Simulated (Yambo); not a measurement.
Yambo run on LiTaF$_{6}$ (space group R-3, No. 148). The wavefunctions are PBEsol (pw.x of Quantum ESPRESSO, ONCV potentials, without SOC) ones on a 2×2×2 mesh (29 occupied bands); a = b = c = 5.4214 Å, α = β = γ = 56.95°.

Yambo input:

```
rim_cut
HF_and_locXC
RandQpts= 1000000
RandGvec= 1 Ry
EXXRLvcs= 84 Ry
VXCRLvcs= 336 Ry
% QPkrange
 1 | 1 | 29 | 30 |
 2 | 2 | 29 | 30 |
 3 | 3 | 29 | 30 |
 4 | 4 | 29 | 30 |
%
```

k points by index: 1 = Γ, 2 = L, 3 = F, 4 = Z.

Table of the .hf output:

```
#    K-point    Band    Eo [eV]    Ehf [eV]    Vxc [eV]    Vnlxc [eV]
#
    1    29    0.000000    -7.696696    -22.68983    -30.38653
    1    30    6.537026    12.81642    -17.67339    -11.39399
    2    29    -0.069737    -7.774056    -22.59067    -30.29499
    2    30    6.458053    12.68637    -17.53096    -11.30264
    3    29    -0.031487    -7.724085    -22.66201    -30.35460
    3    30    6.529867    12.63176    -17.93509    -11.83320
    4    29    -0.167633    -7.864498    -22.43711    -30.13397
    4    30    6.561631    12.75646    -17.68261    -11.48777
```
Exchange alone, without screening.

Geometry of the Materials Project entry, not relaxed at this level.

The structure is a Materials Project entry; no match was found in the copy of COD used, and its stability was not checked.
